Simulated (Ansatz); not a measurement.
ScPd3:
```
CELL_PARAMETERS angstrom
      3.94298     0.00000     0.00000
      0.00000     3.94298     0.00000
      0.00000     0.00000     3.94298
ATOMIC_POSITIONS crystal
  Sc 0.00000 0.00000 0.00000
  Pd 0.50000 0.50000 0.00000
  Pd 0.00000 0.50000 0.50000
  Pd 0.50000 0.00000 0.50000
```

Relaxed with PBEsol. Special points in fractions of this cell's reciprocal vectors: Γ (0.000, 0.000, 0.000); X (0.000, 0.500, 0.000); M (0.500, 0.500, 0.000); R (0.500, 0.500, 0.500).

Problem. List the band energies nearest the Fermi level at these points for plane-wave PAW PBEsol (Ansatz code).

Solution. In eV from the Fermi level; about four levels below and three above (degenerate sets whole), none deeper than 8.9 eV; points with the same levels are listed once.

```tsv
k	below	above
Γ	-2.37 -2.37 -2.37 -0.98 -0.98 -0.33	0.12 0.12 0.12
X	-1.71 -1.71 -1.62 -1.58 -0.82	0.12 1.78 1.78
M	-1.98 -1.98 -1.54 -1.39 -0.80	2.13 2.13 2.26 2.26
R	-1.95 -1.95 -0.23 -0.23 -0.23	0.77 1.05 1.05 1.05
```

Space group Pm-3m (Cu3Au type). The first step of the workflow began from a Materials Project structure, measured or hypothetical; the Crystallography Open Database files this formula in space group No. 221, but the cells were not matched. Its standing as an ambient phase is unchecked. Symmetry was held in the PBEsol relaxation; of distortions, only those at the zone centre were tested. The run is not spin-polarised. Spin–orbit coupling is left out wherever it is not named.

Potentials: the later of the program's two PAW sets.
